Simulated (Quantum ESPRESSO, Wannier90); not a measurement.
**PbIF (P4/nmm), plane waves to Wannier functions**

```
begin unit_cell_cart
ang
    4.2358500000    0.0000000000    0.0000000000
    0.0000000000    4.2358500000    0.0000000000
    0.0000000000    0.0000000000    9.4597000000
end unit_cell_cart
begin atoms_frac
Pb   0.0000000000  0.5000000000 -0.1572700000
Pb   0.5000000000  0.0000000000  0.1572700000
I    0.5000000000  0.0000000000 -0.3281700000
I    0.0000000000  0.5000000000  0.3281700000
F    0.0000000000  0.0000000000  0.0000000000
F    0.5000000000  0.5000000000  0.0000000000
end atoms_frac
```

Cell from Materials Project (mp-22969), symmetrised, no further relaxation. COD (Crystallography Open Database) has an entry of this formula and space group (matched by these alone). Method: PBEsol plane waves in Quantum ESPRESSO 7.5 (PseudoDojo norm-conserving files, 68 Ry, no spin polarisation, no spin-orbit coupling), Bloch states on a 4×4×4 mesh through Γ, Wannier90 4.0.1. Density: 8×8×4 mesh, cold smearing 0.01 Ry. Spin-orbit coupling is left out although heavy elements are present.

A tight-binding model is made by disentanglement and projection with no localisation steps (num_iter = 0), so the 24 orbitals stay atom-like: hydrogen-like Pb: s;p; I: s;p; F: s;p, axes along x, y, z; frozen window up to 3.47 eV relative to the valence-band maximum. It follows pw.x to 5.3 meV rms for states up to 3.0 eV relative to the valence-band maximum. Matrix elements depend on this choice of orbitals and windows. Bands 3–12 (Pb 5d 100 %) lie between the kept ones and are excluded.

Question: What are the on-site energies relative to the valence-band maximum, and how fast do the hoppings decay?

Answer: 
```json
[
 {"atom": "Pb1", "orbitals": "s", "energy (eV)": "-5.76"},
 {"atom": "Pb1", "orbitals": "pz", "energy (eV)": "3.30"},
 {"atom": "Pb1", "orbitals": "px py", "energy (eV)": "3.43"},
 {"atom": "Pb2", "orbitals": "s", "energy (eV)": "-5.76"},
 {"atom": "Pb2", "orbitals": "pz", "energy (eV)": "3.30"},
 {"atom": "Pb2", "orbitals": "px py", "energy (eV)": "3.43"},
 {"atom": "I3", "orbitals": "s", "energy (eV)": "-10.89"},
 {"atom": "I3", "orbitals": "pz", "energy (eV)": "-0.69"},
 {"atom": "I3", "orbitals": "px py", "energy (eV)": "-0.65"},
 {"atom": "I4", "orbitals": "s", "energy (eV)": "-10.89"},
 {"atom": "I4", "orbitals": "pz", "energy (eV)": "-0.69"},
 {"atom": "I4", "orbitals": "px py", "energy (eV)": "-0.65"},
 {"atom": "F5", "orbitals": "s", "energy (eV)": "-21.98"},
 {"atom": "F5", "orbitals": "pz", "energy (eV)": "-3.82"},
 {"atom": "F5", "orbitals": "px py", "energy (eV)": "-3.77"},
 {"atom": "F6", "orbitals": "s", "energy (eV)": "-21.98"},
 {"atom": "F6", "orbitals": "pz", "energy (eV)": "-3.82"},
 {"atom": "F6", "orbitals": "px py", "energy (eV)": "-3.77"}
]
```

| distance of the centres (Å) | largest modulus (eV) |
|---|---|
| 2–3 | 0.83 |
| 3–4 | 0.67 |
| 4–5 | 0.42 |
| 5–6 | 0.11 |
| 6–7 | 0.039 |
| 7–8 | 0.038 |
